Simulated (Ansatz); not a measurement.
Starting cell, Rh (fcc, Cu type):

```xyz
4
Lattice="3.8303 0.0000 0.0000 0.0000 3.8303 0.0000 0.0000 0.0000 3.8303" Properties=species:S:1:pos:R:3 pbc="T T T"
Rh     0.0000     0.0000     0.0000
Rh     1.9151     1.9151     0.0000
Rh     1.9151     0.0000     1.9151
Rh     0.0000     1.9151     1.9151
```

In each cell atom 1 (Rh, nearest neighbour Rh at 2.708 Å; its periodic images, 3.8 Å or more away, move with it) moves by s·(1.000, 0.000, 0.000) (along Cartesian x), the rest being held.

Computed with PBE (plane waves to 420 eV, PAW, scalar-relativistic; Ansatz, an electronic-structure program). k mesh 10×10×10 (Γ-centred), Fermi-Dirac smearing 0.05 eV. The energy includes the smearing's −TS. With partly filled bands, energies and forces of such displacements shift with the k mesh and the smearing. Rh is run without spin polarisation. Rh was relaxed with its symmetry unable to fall. The PAW data are Ansatz's earlier set. The zero of ΔE is the undisplaced structure. The last digit holds for this mesh only.

```csv
s (Å),ΔE (meV/cell)
-0.270,withheld
-0.216,254.4
-0.162,142.5
-0.108,63.2
-0.054,15.8
0.000,0.0
0.054,15.8
0.108,63.2
0.162,142.5
0.216,254.4
0.270,withheld
```

**Question.** Fit an even polynomial form (powers 2, 4) to the given rows and predict ΔE at s = -0.270.

**Answer.** Least squares on the 9 given rows: ΔE = (5403)·s² + (1052)·s⁴, in meV/cell with s in Å; root-mean-square residual 0.03 meV/cell. At -0.270 the fit gives 399.5 meV/cell; the calculation gives 401.2 meV/cell, so the extrapolation is off by -1.7 (-0.4 %). The quadratic term alone would give 393.9 meV/cell.

(A displaced cell: forces are minus the slopes of the energy, force constants its curvatures, and phonons follow from these.)
